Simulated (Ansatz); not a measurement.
**The polar optical mode of BAs at 30 GPa, worked through**

Level of theory: DFT LDA, scalar-relativistic, plane waves, PAW (Ansatz). Cutoff 420 eV, 10×10×10 k-points (Γ-centred), fixed occupations. No spin polarisation. Phonons by linear response, acoustic sum rule imposed.

The cell, relaxed at 30 GPa:
```cif
data_structure
_symmetry_space_group_name_H-M 'P 1'
_symmetry_Int_Tables_number 1
_cell_length_a 3.1821
_cell_length_b 3.1821
_cell_length_c 3.1821
_cell_angle_alpha 60.000
_cell_angle_beta 60.000
_cell_angle_gamma 60.000
_cell_volume 22.78
loop_
_atom_site_label
_atom_site_type_symbol
_atom_site_fract_x
_atom_site_fract_y
_atom_site_fract_z
_atom_site_occupancy
B1 B 0.00000 0.00000 0.00000 1
As1 As 0.75000 0.75000 0.75000 1
```

Other phases may be more stable at this pressure. The run warned that the force constants aren't converged on this k mesh, so the frequencies and all that is formed from them are rough. The bands were filled as in an insulator; under compression the gap may have closed between mesh points.

Linear response gives ν_TO = 813.5 cm⁻¹, Born charges ±0.968 e (positive on As) and ε∞ = 9.251. The primitive cell holds 22.785 Å³, and the masses are 10.810 and 74.922 amu.

Task: Find ν_LO and the static dielectric constant.

Result: The long-wave field adds a restoring force: ω_LO² − ω_TO² = Z*²e²/(ε_vac ε∞ μV). In these units ν_LO² − ν_TO² = 4.92064×10⁷ Z*²/(μ V ε∞) cm⁻², with μ = m₁m₂/(m₁ + m₂) = 9.447 amu: 23146 cm⁻². So ν_LO = √(813.5² + 23146) = 827.6 cm⁻¹, and the run gives 827.6. Lyddane–Sachs–Teller then gives ε0 = ε∞ (ν_LO/ν_TO)² = 9.57, against 9.57 in the run (it forms both from the same three quantities, so the match checks the arithmetic only). Between ν_TO and ν_LO the dielectric function is negative and an undamped crystal reflects fully: a reststrahlen band from 12.1 to 12.3 μm.

Task: What do the Clausius–Mossotti polarisability and the Szigeti charge come to?

Result: With the Lorentz local field, α = (3V/4π)(ε∞ − 1)/(ε∞ + 2) = 3.99 Å³ for the pair, and e_S = 3Z*/(ε∞ + 2) = 0.26 e. The Born charge includes the electrons' response to the dipole's own local field, and e_S takes that enhancement out. The Lorentz field assumes point-like polarisable ions, a poor picture once ε∞ is this large, since the electron clouds then overlap or are shared, so both numbers are formal here.

Task: How strongly does a slow electron couple to the LO mode?

Result: For one isotropic parabolic band, Fröhlich's constant is α_F = (1/ε∞ − 1/ε0) √(m* Ry/ħω_LO), with Ry = 13.606 eV, ħω_LO = 102.6 meV and m* in free-electron masses: α_F = 0.0037 × 11.51 × √m* = 0.04 √m*. The band mass isn't part of this run; for m* = 0.1, 0.3 and 1 it gives 0.01, 0.02, 0.04. In weak coupling the polaron lies α_F ħω_LO below the band edge (2 meV at m* = 0.3) with a mass m*(1 + α_F/6); past α_F of about 5 or 6 that expansion fails. A semilocal functional's ε∞ tends to be too large, which taken alone lowers α_F.

Cost: 1 run of about 0.42 core-minutes, on Intel Xeon 6975P-C (Granite Rapids) (shared hosts).